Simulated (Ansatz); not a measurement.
# Relaxing EuSe2, relaxed from a fluorite start to space group R-3m (read at 0.02 Å)

The computed numbers are results of PBE, scalar-relativistic (collinear spin) in the plane-wave PAW code Ansatz at 420 eV, 8×8×4 k-mesh, Gaussian smearing of 0.05 eV. The datasets are Ansatz's generated set soft_2.

This is a trial structure made by placing the elements on a prototype's sites, so it needn't be the stable form.

The start:

```xyz
3
Lattice="0.0000 3.4846 3.4846 3.4846 0.0000 3.4846 3.4846 3.4846 0.0000" Properties=species:S:1:pos:R:3 pbc="T T T"
Eu    0.0000    0.0000    0.0000
Se    1.7423    1.7423    1.7423
Se    5.2269    5.2269    5.2269
```

Starting moments (μB, in the order of the atoms): 6.0, 0.0, 0.0.

The runs in order:

| run | level | k-mesh | kind | V (Å³/atom) | P (GPa) | E − E(final) (meV/atom) | gap on the mesh (eV) | largest moment (μB) |
| --- | --- | --- | --- | --- | --- | --- | --- | --- |
| 1 | PBE | 8×8×8 | fixed cell | 28.21 | 0.6 | 14.5 | metal | 6.45 |
| 2 | PBE | 8×8×8 | fixed cell | 28.31 | 0.4 | 14.1 | metal | 6.46 |
| 3 | PBE | 8×8×8 | fixed cell | 28.56 | 0.0 | 13.9 | metal | 6.46 |
| 4 | PBE | 8×8×4 | shape and atoms relaxed, volume fixed, new magnetic order | 28.56 | -0.1 | 0.0 | metal | 6.48 |

At this volume the pressure is -0.13 GPa; it isn't quite the equilibrium of this level of theory.

The final structure (symmetry read at 0.01 Å). Symmetry: R-3m, No. 166, trigonal system. The conventional cell has a = 4.929 Å, b = 4.929 Å, c = 12.219 Å, α = 90.00°, β = 90.00°, γ = 120.00°. Around Eu (site symmetry -3m) lie 8 Se at 3.02 to 3.05 Å. Se (site symmetry 3m) has 4 Eu at 3.02 to 3.05 Å as nearest neighbours. (Neighbours are counted to 15 % beyond the shortest distance.)

Among 5 magnetic starts the lowest energy, to 0.5 meV/atom, came from: antiferromagnetic, doubled cell, propagation vector (0, 0, 1/2). The next state (antiferromagnetic, doubled cell, propagation vector (0, 1/2, 1/2)) lies 5.4 meV/atom higher. At the final geometry the gap, band path included, is zero (metallic) and the site spin moments are Eu 6.48, -6.48; Se -0.13, 0.13 μB. The equation of state gives B0 = 45 GPa and B0′ = 4.5. The runs in the table took roughly 10 core-minutes.

Without a U the 4f levels of Eu lie too near the Fermi level, so their share of the states there, and what hangs on it, is overstated. Spin–orbit coupling, which matters for such heavy elements, is left out. Site moments are of spin, integrated over atomic spheres.
